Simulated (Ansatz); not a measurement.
One crystal and one scan (frozen-phonon scan) at two levels, PBE (plane waves to 420 eV, PAW, scalar-relativistic; Ansatz, a program for electronic structure) and r2SCAN (plane waves to 500 eV, PAW, scalar-relativistic; Ansatz), each from its own relaxed cell and on its own mesh. The cell shown is that of PBE.

Starting cell, Rh (fcc, Cu type):

```
Rh
1.0
    0.00000     3.83006     3.83006
    1.91503     1.91503     3.83006
    1.91503     1.91503     0.00000
Rh
2
Direct
  0.00000   0.00000   0.00000
  0.50000   0.00000   0.00000
```

The atoms are displaced by Q × the pattern below (from a DFPT mode at X = (0.5, 0.5, 0.0), largest move 1; Q in Å), at fixed cell. It is one choice among 2 degenerate patterns. (q is in reciprocal vectors of the primitive cell; the cell shown is doubled to hold the pattern.)

| atom | x | y | z |
|---|---|---|---|
| Rh1 | 0.000 | 1.000 | 0.000 |
| Rh2 | 0.000 | -1.000 | 0.000 |

Rh is run without spin polarisation. Rh was relaxed with its symmetry unable to fall. With partly filled bands, energies and forces of such displacements shift with the k mesh and the smearing. Both scans cover Q from -0.280 to 0.280 Å.

ΔE (meV/cell), each from the undisplaced structure of its own level:

```tsv
Q (Å)	PBE	r2SCAN
-0.280	994	1044
-0.233	691	729
-0.187	438	withheld
-0.140	243	258
-0.093	107	114
-0.047	26	28
0.000	0	0
0.047	26	28
0.093	107	114
0.140	243	258
0.187	438	withheld
0.233	691	729
0.280	994	1044
```

Task: Estimate the r2SCAN value at -0.187 from the PBE value there and the ratio of the two levels in the two nearest given rows on that side of the minimum.

Result: At -0.233 and -0.140 the ratio r2SCAN/PBE averages 1.058, which gives 1.058 × 438 = 463 meV/cell. The calculation gives 464 meV/cell, +5.9 % against PBE.

(A displaced cell: forces are minus the slopes of the energy, force constants its curvatures, and phonons follow from these.)
